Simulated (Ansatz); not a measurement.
The relaxed structure here is a generated cell of Co: the first start was made by placing the elements on the sites of a structure type, and the end was not matched to a known phase here, so it may be hypothetical. Known forms of Co include space group No. 194.

A relaxed structure of Co. Space group I4/mmm (No. 139). Calculation: PBEsol (plane waves to 420 eV, PAW, scalar-relativistic; Ansatz, an electronic-structure program).

```cif
data_Co2
_chemical_formula_sum 'Co2'
_space_group_name_H-M_alt 'P 1'
_space_group_IT_number 1
_cell_length_a 4.26162
_cell_length_b 4.26162
_cell_length_c 4.26162
_cell_angle_alpha 147.190
_cell_angle_beta 147.190
_cell_angle_gamma 47.083
loop_
_space_group_symop_operation_xyz
  'x, y, z'
loop_
_atom_site_label
_atom_site_type_symbol
_atom_site_fract_x
_atom_site_fract_y
_atom_site_fract_z
_atom_site_occupancy
Co1 Co 0.14146 0.14146 0.00000 1
Co2 Co 0.85854 0.85854 0.00000 1
```

Task: What is the computed magnetic moment (PBEsol)?

Result: Net 1.49 μB/atom, ferromagnetic.

Spin state reached: ferromagnetic (net 1.49 μB/atom), from parallel starting moments; other spin orders were not run from this start.

The run could not lose the symmetry of its start: the end is stationary, and may be a saddle point rather than a minimum.
